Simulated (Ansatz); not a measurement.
CuI:
Space group Pm-3m (No. 221); a = b = c = 3.5393 Å, α = β = γ = 90.00°

| atom | site | symmetry | x | y | z |
|---|---|---|---|---|---|
| Cu | 1a | m-3m | 0.0000 | 0.0000 | 0.0000 |
| I | 1b | m-3m | 0.5000 | 0.5000 | 0.5000 |

Relaxed with PBEsol.

Question: Which orbitals make up the states near the Fermi level in the program Ansatz at the PBEsol level (PAW)?

Answer: Within 0.5 eV of the Fermi level: I 5p 56 %, Cu 3d 25 %, Cu 4s 16 %. Projections are on Löwdin-orthogonalised atomic valence shells; empty p or d shells of many metals are not among them.

Question: Tabulate the density of states.

Answer: States/eV per cell of 2 atoms, in 0.25 eV bins, energy from the Fermi level.

| E (eV) | total | Cu 3d | I 5p | Cu 4s |
|---|---|---|---|---|
| -7.85 | 0.00 | 0.00 | 0.00 | 0.00 |
| -7.60 | 0.00 | 0.00 | 0.00 | 0.00 |
| -7.35 | 0.00 | 0.00 | 0.00 | 0.00 |
| -7.10 | 0.00 | 0.00 | 0.00 | 0.00 |
| -6.85 | 0.06 | 0.00 | 0.04 | 0.02 |
| -6.60 | 0.31 | 0.01 | 0.21 | 0.09 |
| -6.35 | 0.48 | 0.02 | 0.33 | 0.12 |
| -6.10 | 0.63 | 0.02 | 0.44 | 0.15 |
| -5.85 | 0.80 | 0.03 | 0.58 | 0.16 |
| -5.60 | 1.03 | 0.04 | 0.77 | 0.18 |
| -5.35 | 1.50 | 0.07 | 1.16 | 0.22 |
| -5.10 | 1.49 | 0.10 | 1.18 | 0.16 |
| -4.85 | 1.65 | 0.18 | 1.31 | 0.11 |
| -4.60 | 1.42 | 0.18 | 1.11 | 0.08 |
| -4.35 | 1.21 | 0.18 | 0.93 | 0.05 |
| -4.10 | 1.14 | 0.19 | 0.86 | 0.04 |
| -3.85 | 1.15 | 0.22 | 0.84 | 0.04 |
| -3.60 | 1.12 | 0.27 | 0.78 | 0.03 |
| -3.35 | 1.17 | 0.33 | 0.77 | 0.03 |
| -3.10 | 1.29 | 0.45 | 0.77 | 0.03 |
| -2.85 | 1.49 | 0.65 | 0.78 | 0.03 |
| -2.60 | 2.43 | 1.37 | 0.99 | 0.03 |
| -2.35 | 3.11 | 2.18 | 0.81 | 0.08 |
| -2.10 | 6.90 | 6.51 | 0.24 | 0.08 |
| -1.85 | 11.59 | 11.25 | 0.15 | 0.08 |
| -1.60 | 9.32 | 8.67 | 0.43 | 0.11 |
| -1.35 | 3.19 | 2.46 | 0.62 | 0.03 |
| -1.10 | 1.28 | 0.77 | 0.46 | 0.01 |
| -0.85 | 1.91 | 1.08 | 0.78 | 0.01 |
| -0.60 | 2.38 | 1.14 | 1.19 | 0.01 |
| -0.35 | 2.05 | 0.65 | 1.22 | 0.15 |
| -0.10 | 2.06 | 0.44 | 1.36 | 0.21 |
| 0.15 | 0.67 | 0.12 | 0.28 | 0.24 |
| 0.40 | 0.42 | 0.03 | 0.05 | 0.29 |
| 0.65 | 0.52 | 0.03 | 0.06 | 0.35 |
| 0.90 | 0.69 | 0.04 | 0.10 | 0.46 |
| 1.15 | 0.57 | 0.02 | 0.10 | 0.37 |
| 1.40 | 0.53 | 0.02 | 0.11 | 0.33 |
| 1.65 | 0.57 | 0.01 | 0.12 | 0.32 |
| 1.90 | 0.62 | 0.01 | 0.13 | 0.31 |
| 2.15 | 0.65 | 0.01 | 0.15 | 0.31 |
| 2.40 | 0.75 | 0.01 | 0.17 | 0.33 |
| 2.65 | 0.90 | 0.01 | 0.22 | 0.39 |
| 2.90 | 1.22 | 0.01 | 0.33 | 0.54 |
| 3.15 | 0.74 | 0.01 | 0.16 | 0.27 |
| 3.40 | 0.43 | 0.01 | 0.03 | 0.06 |
| 3.65 | 0.40 | 0.00 | 0.01 | 0.03 |
| 3.90 | 0.40 | 0.00 | 0.01 | 0.02 |
| 4.15 | 0.48 | 0.00 | 0.02 | 0.02 |
| 4.40 | 0.62 | 0.00 | 0.02 | 0.03 |
| 4.65 | 0.86 | 0.01 | 0.02 | 0.03 |

The start of the workflow was typed in or built on a structure type; neither database checked (COD, Materials Project) lists it. It is not the phase usual at ambient conditions (space group No. 216). Symmetry was held in the PBEsol relaxation. At this level the phase is dynamically unstable (imaginary phonons). The workflow began spin-polarised and lost its moments. Its formation energy is positive at this level, so the cell may be metastable or incomplete. Spin–orbit coupling is left out wherever it is not named.

Potentials: the earlier of the program's two PAW sets. The files were generated under PBE; for other functionals the program regenerates the frozen cores, and for LDA and PBEsol the local potential too.
